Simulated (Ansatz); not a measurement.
Vacancy on the Y site of MgCu2-type YRh2

Level of theory: DFT, PBEsol, scalar-relativistic, no spin polarisation; plane waves to 420 eV with PAW datasets (Ansatz 0.2.0), 3×3×3 k-mesh, Gaussian smearing of 0.05 eV. The datasets are Ansatz's generated set soft_2.

The start was a prototype's sites filled with these elements; the Crystallography Open Database holds the compound in this structure.

One Y atom is removed from a 2×2×1 supercell (24 sites) at the volume of the relaxed crystal; the cell stays neutral and its atoms are relaxed. The perfect supercell:

```xyz
24
Lattice="0.0000 7.4436 7.4436 7.4436 0.0000 7.4436 3.7218 3.7218 0.0000" Properties=species:S:1:pos:R:3 pbc="T T T"
Y     5.5827    5.5827    5.5827
Y     3.7218    3.7218    3.7218
Rh    0.9304    0.9304    0.9304
Rh    0.9304    2.7913    2.7913
Rh    2.7913    0.9304    2.7913
Rh    2.7913    2.7913    0.9304
Y     9.3045    5.5827    9.3045
Y     7.4436    3.7218    7.4436
Rh    4.6522    0.9304    4.6522
Rh    4.6522    2.7913    6.5131
Rh    6.5131    0.9304    6.5131
Rh    6.5131    2.7913    4.6522
Y     5.5827    9.3045    9.3045
Y     3.7218    7.4436    7.4436
Rh    0.9304    4.6522    4.6522
Rh    0.9304    6.5131    6.5131
Rh    2.7913    4.6522    6.5131
Rh    2.7913    6.5131    4.6522
Y     9.3045    9.3045   13.0263
Y     7.4436    7.4436   11.1654
Rh    4.6522    4.6522    8.3740
Rh    4.6522    6.5131   10.2349
Rh    6.5131    4.6522   10.2349
Rh    6.5131    6.5131    8.3740
```

Problem. What does it cost to form the vacancy, with the atom put into elemental Y in its standard state?

Solution. 3.58 eV. So small a cell and so coarse a mesh can leave errors of tenths of an eV, and no corrections are included. The vacancy's nearest images are 5.3 Å away.

The relaxed cell with the vacancy (pressure -1.8 GPa against 0.1 GPa without it; gap zero (metallic) against zero (metallic)):

```xyz
23
Lattice="0.0000 7.4436 7.4436 7.4436 0.0000 7.4436 3.7218 3.7218 0.0000" Properties=species:S:1:pos:R:3 pbc="T T T"
Y     5.5265    5.6389    5.5562
Y     3.9739    3.4697    3.4899
Rh    0.9278    0.9498    0.8919
Rh    0.9286    2.7932    2.7962
Rh    2.7847    0.9371    2.8428
Rh    2.7720    2.7940    0.8919
Y     9.3045    5.5827    9.3868
Y     7.4436    3.7218    7.4541
Rh    4.6252    0.9034    4.7341
Rh    4.6526    2.7910    6.5177
Rh    6.5128    0.9308    6.5177
Rh    6.5402    2.8184    4.7341
Y     3.7218    7.4436    7.7413
Rh    0.9419    4.6637    4.6516
Rh    0.9323    6.5113    6.5113
Rh    2.7895    4.6541    6.5113
Rh    2.7799    6.5017    4.6516
Y     9.3607    9.2483   12.9998
Y     7.1914    7.6957   10.9335
Rh    4.6716    4.6496    8.3354
Rh    4.6589    6.5065   10.2863
Rh    6.5150    4.6503   10.2398
Rh    6.5158    6.4938    8.3354
```

A hop into the vacancy was tried too, but its band gave no sound barrier (unconverged, held by symmetry or too near the vacancy's images), so it is left out.

The k-mesh is coarse, so small energy differences aren't converged.
